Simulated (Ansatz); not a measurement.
**Fe (bcc)**

Computed with Ansatz (plane waves, PAW, 500 eV cutoff): r²SCAN, scalar-relativistic, collinear spin, 20×20×20 k-mesh, Gaussian smearing of 0.05 eV. The datasets are Ansatz's generated set soft_2.

```yaml
crystal:
  lattice:
    - [-1.43312, 1.43312, 1.43312]
    - [1.43312, -1.43312, 1.43312]
    - [1.43312, 1.43312, -1.43312]
  atoms:
    - { symbol: Fe, position: [0.00000, 0.00000, 0.00000] }
```

The geometry is fixed. Moments are started on Fe in several ways. q is the propagation vector of an order in a doubled cell, in units of this cell's reciprocal vectors; doubled cells take an equivalent mesh or are counted from a ferromagnetic run in the same cell, unless said otherwise. Energies count from the first row, the state in which the cell was relaxed.

The starts:
- ferromagnetic
- no spin polarisation
- antiparallel, q = (0, 0, 1/2)
- antiparallel, q = (1/2, 1/2, 1/2)
- small parallel moments

(1) Which start ends lowest, and how far above it lies the solution without spin polarisation?

Answer:

(1) Lowest, alike within 0.5 meV/atom: ferromagnetic; small parallel moments (which grew into the full parallel moments). Without spin polarisation the energy is 1243 meV/atom higher.

```
                            start  largest typed moment (μB)  ΔE (meV/atom)  gap on the mesh (eV)  P (GPa)  final spin moments (μB)
                    ferromagnetic                       3.09            0.0                 metal      0.0                  Fe 2.81
             no spin polarisation                       0.00         1242.7                 metal    -31.8                     none
    antiparallel, q = (0, 0, 1/2)                       2.50          365.7                 metal     -1.8           Fe 2.59, -2.59
antiparallel, q = (1/2, 1/2, 1/2)                       2.50          729.8                 metal      8.8           Fe 2.81, -2.81
           small parallel moments                       0.50            0.0                 metal      0.0                  Fe 2.81
```

The program noted a lower state or an instability beside: antiparallel, q = (0, 0, 1/2); antiparallel, q = (1/2, 1/2, 1/2). The lower rows of the table may be what it saw.

The cell was relaxed in the state of the first row, and its shape doesn't suit: antiparallel, q = (0, 0, 1/2) (uneven stress of 8.9 GPa).

r²SCAN tends to overstate moments and magnetic energies in metals.

Without spin polarisation the pressure is 31.8 GPa lower than in the lowest state, so the magnetic solution wants the larger cell.

Only orders that fit these small cells were tried.

The run wasn't fully tested for a lower electronic state. Site moments are of spin, integrated over atomic spheres.
